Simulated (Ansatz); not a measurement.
SiW (CsCl type, space group No. 221) under volume change, plane-wave PAW PBEsol (Ansatz code), scaled uniformly.

```csv
V (Å³/atom),E − E(relaxed) (meV/atom),P (GPa)
12.668,103.8,28.86
13.086,___,___
13.503,10.3,8.11
13.921,0.0,-0.01
14.338,9.3,-6.95
14.756,___,___
15.174,75.6,-17.87
```

### Question
Complete the blanks.

### Answer

- 14.756, E − E(relaxed) (meV/atom): 35.4
- 14.756, P (GPa): -12.86
- 13.086, E − E(relaxed) (meV/atom): 43.5
- 13.086, P (GPa): 17.65

### Question
What does a third-order Birch–Murnaghan fit give for V₀, B₀ and B′?

### Answer
V₀ = 13.92 Å³/atom, B₀ = 250 GPa, B′ = 4.3.

Space group Pm-3m (CsCl type). The cell is a constructed one: a structure type filled with these elements; neither database checked (COD, Materials Project) lists it. Its standing as an ambient phase is unchecked. The cell was relaxed with PBEsol under the symmetry of its start; its stability against distortions is not shown here. The run is not spin-polarised. Scalar-relativistic: spin–orbit coupling is off unless named, which matters more the heavier the elements.

Potentials: the earlier of the program's two PAW sets. The files were generated under PBE; for other functionals the program regenerates the frozen cores, and for LDA and PBEsol the local potential too.
